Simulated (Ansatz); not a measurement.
TaC:
```
TaC
1.0
    0.00000     2.39538     2.39538
    2.39538     0.00000     2.39538
    2.39538     2.39538     0.00000
Ta C
1 1
Direct
  0.00000   0.00000   0.00000
  0.25000   0.25000   0.25000
```

Relaxed with PBEsol. Special points in fractions of this cell's reciprocal vectors: Γ (0.000, 0.000, 0.000); X (0.500, 0.000, 0.500); U (0.625, 0.250, 0.625); K (0.375, 0.375, 0.750); L (0.500, 0.500, 0.500); W (0.500, 0.250, 0.750).

Question: List the band energies nearest the Fermi level at these points for DFT-PBEsol with spin–orbit coupling in the program Ansatz with PAW potentials.

Answer: In eV from the Fermi level; about four levels below and three above (degenerate sets whole), none deeper than 8.9 eV; points with the same levels are listed once.

| k | below | above |
|---|---|---|
| Γ | -4.50 -4.50 -4.50 -4.50 -4.38 -4.38 | 1.44 1.44 1.44 1.44 |
| X | -1.52 -1.52 -1.02 -1.02 | 2.89 2.89 3.09 3.09 |
| U | -2.40 -2.26 -1.33 -1.17 | 1.81 2.08 2.89 |
| L | -3.85 -3.85 -3.69 -3.69 | 1.93 1.93 2.46 2.46 |
| W | -1.96 -1.83 -1.63 -0.88 | 1.37 1.75 3.09 |

Space group F-43m (zinc blende). The start of the workflow was typed in or built on a structure type; neither database checked (COD, Materials Project) lists it. It is not the phase usual at ambient conditions (space group No. 225). The PBEsol relaxation kept the symmetry of its start; its stability against distortions is not shown here. The run is not spin-polarised.

Potentials: the later of the program's two PAW sets.
